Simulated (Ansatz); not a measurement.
Trial structures of La5O: starts and ends

The calculation used DFT PBE, scalar-relativistic, plane waves, PAW (Ansatz). All cells share a 420 eV cutoff and Γ-centred k meshes spaced at most about 0.3 Å⁻¹ (about 0.25 or finer for metals, 2π included). No spin polarisation in the final relaxations.

Each guess was relaxed in cell and atoms at zero pressure, within the symmetry of its start. Temperature and zero-point effects are left out. Coordination counts La atoms around O (those within 1.25 times the shortest such distance or 1.15 times the sum of covalent radii, 1.27 where that leaves under three; a plus sign parts nearer from farther groups; the shortest distance is added where it exceeds 1.18 times the sum of covalent radii).

```csv
guess,made from,start group,V start (Å³/atom),end group,V end (Å³/atom),coordination at the end,gap on mesh (eV),E over the lowest end (meV/atom)
1,random cell,I4/mmm,30.1,I4/mmm,39.9,O 2,0,240
2,SrMg5 type,P-62m,36.4,P-62m,30.7,O 6,0,0
3,DyCu5 type,F-43m,26.4,?,?,?,?,?
4,PrCo5 type,P6/mmm,28.8,P6/mmm,34.2,O 6+12 from 3.6 Å,0,1089
5,random cell,P6/mmm,31.7,P6/mmm,28.1,O 14 from 3.4 Å,0,574
```

Guess 3 as it starts:

```
La O
1.0
     0.00000    4.29697    4.29697
     4.29697    0.00000    4.29697
     4.29697    4.29697    0.00000
La O
5 1
Cartesian
  5.3712 3.2227 3.2227
  5.3712 5.3712 5.3712
  3.2227 5.3712 3.2227
  3.2227 3.2227 5.3712
  2.1485 2.1485 2.1485
  0.0000 0.0000 0.0000
```

Task: Fill in the missing row: what does this guess relax into, and where does it rank?

Result: It ends in space group F-43m (No. 216), with a = 9.237 Å, 32.8 Å³/atom and no gap. It lies 0.90 eV/atom over the lowest end, above guess 5 and below guess 4. Counting La atoms around O, this end has O 16 from 3.8 Å and the lowest (guess 2) has O 6.

```yaml
crystal:
  lattice:
    - [0.00000, 4.61844, 4.61844]
    - [4.61844, 0.00000, 4.61844]
    - [4.61844, 4.61844, 0.00000]
  atoms:
    - { symbol: La, position: [0.62236, 0.62236, 0.62236] }
    - { symbol: La, position: [0.13292, 0.62236, 0.62236] }
    - { symbol: La, position: [0.62236, 0.62236, 0.13292] }
    - { symbol: La, position: [0.62236, 0.13292, 0.62236] }
    - { symbol: La, position: [0.25000, 0.25000, 0.25000] }
    - { symbol: O, position: [0.00000, 0.00000, 0.00000] }
```

Formation energies are uncorrected and refer to the elements' standard structures at the same level (O₂ as a molecule).

Task: Is the lowest end bound against the elements?

Result: Yes: its formation energy is −0.40 eV/atom. A negative formation energy is needed for stability but isn't enough: competing phases decide.

A magnetic state wasn't ruled out in cells without spin, among them P-62m, I4/mmm, P6/mmm at 28.1 Å³/atom, F-43m, P6/mmm at 34.2 Å³/atom. Cells relaxed within their symmetry can be saddle points. A lower structure may well exist outside this small set. Some candidate types were left out of the draw beforehand, so a known form may be missing.
